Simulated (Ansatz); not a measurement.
The start is a generated trial cell of Au in the AFLOW prototype A_tI2_139_a (A_a). The cell and all atomic positions are relaxed at zero pressure with r2SCAN (plane waves to 500 eV, PAW, scalar-relativistic; Ansatz, a first-principles code). The first steps use a coarse 15×15×15 k-mesh.

Initial structure:
```
CELL_PARAMETERS angstrom
     -1.72742     1.72742     1.42253
      1.72742    -1.72742     1.42253
      1.72742     1.72742    -1.42253
ATOMIC_POSITIONS crystal
  Au 0.00000 0.00000 0.00000
```

Task: How much energy is released per atom?

Result: 0.02 eV/atom.

Task: How does the volume change?

Result: +4.2 %, from 16.98 to 17.69 Å³/atom.

Task: How do the shortest distances between atoms change?

Result: The closest pairs of elements (up to four, under 3.6 Å), start → end: Au–Au 2.83 → 2.86 Å.

Task: Is the relaxed structure metallic? Give its gap.

Result: No gap (metallic).

Task: Give the final cell and atomic positions.

Result: 
Space group I4/mmm (No. 139); a = b = 3.4817 Å, c = 2.9181 Å, α = β = γ = 90.00°

| atom | site | symmetry | x | y | z |
|---|---|---|---|---|---|
| Au | 2a | 4/mmm | 0.0000 | 0.0000 | 0.0000 |
(The calculation used a cell of 1 atom; values per cell refer to that cell.)

The space group stays I4/mmm (No. 139) (the run could not lower it); the end is AFLOW prototype A_tI2_139_a (A_a), with 1 atom in the primitive cell. Final values are on a 21×21×21 k-mesh of the relaxed cell. No spin polarisation in the result.

The run could not lose the symmetry of its start: the end is stationary, and may be a saddle point rather than a minimum.

The relaxed structure here is a generated cell of Au: the first start was made by placing the elements on the sites of a structure type, and the end was not matched to a known phase here, so it may be hypothetical. Known forms of Au include space group No. 225.
